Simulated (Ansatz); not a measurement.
Nb:
```yaml
crystal:
  lattice:
    - [4.83287, 0.00000, 0.00000]
    - [-2.41644, 4.18539, 0.00000]
    - [0.00000, 0.00000, 2.64634]
  atoms:
    - { symbol: Nb, position: [0.00000, 0.00000, 0.00000] }
    - { symbol: Nb, position: [0.66667, 0.33333, 0.50000] }
    - { symbol: Nb, position: [0.33333, 0.66667, 0.50000] }
```

Relaxed with PBEsol. Special points in fractions of this cell's reciprocal vectors: Γ (0.000, 0.000, 0.000); M (0.500, 0.000, 0.000); K (0.333, 0.333, 0.000); A (0.000, 0.000, 0.500); L (0.500, 0.000, 0.500); H (0.333, 0.333, 0.500).

**Question.** List the band energies nearest the Fermi level at these points for the program Ansatz at the PBEsol with spin–orbit coupling level (PAW).

**Answer.** In eV from the Fermi level; about four levels below and three above (degenerate sets whole), none deeper than 8.9 eV; points with the same levels are listed once.

```json
[
 {"k": "Γ", "below": "-1.19 -1.19 -1.19 -1.19 -1.11 -1.11", "above": "0.51 0.51 0.65 0.65"},
 {"k": "M", "below": "-1.13 -1.13 -0.99 -0.99", "above": "1.57 1.57 2.03 2.03"},
 {"k": "K", "below": "-0.06 -0.06 -0.04 -0.04", "above": "2.69 2.69 2.72 2.72 2.73 2.73"},
 {"k": "A", "below": "-0.22 -0.22 -0.12 -0.12", "above": "1.12 1.12 1.20 1.20"},
 {"k": "L", "below": "-1.05 -1.05 -0.74 -0.74", "above": "0.82 0.82 0.87 0.87"},
 {"k": "H", "below": "-2.12 -2.12 -2.12 -2.12 -1.31 -1.31", "above": "0.01 0.01 0.11 0.11"}
]
```

Space group P6/mmm. The start of the workflow was typed in or built on a structure type; neither database checked (COD, Materials Project) lists it. It is not the phase usual at ambient conditions (space group No. 229). The PBEsol relaxation kept the symmetry of its start. At this level the phase is dynamically unstable (imaginary phonons). No spin polarisation was allowed.

Potentials: the earlier of the program's two PAW sets. The files were generated under PBE; for other functionals the program regenerates the frozen cores, and for LDA and PBEsol the local potential too.
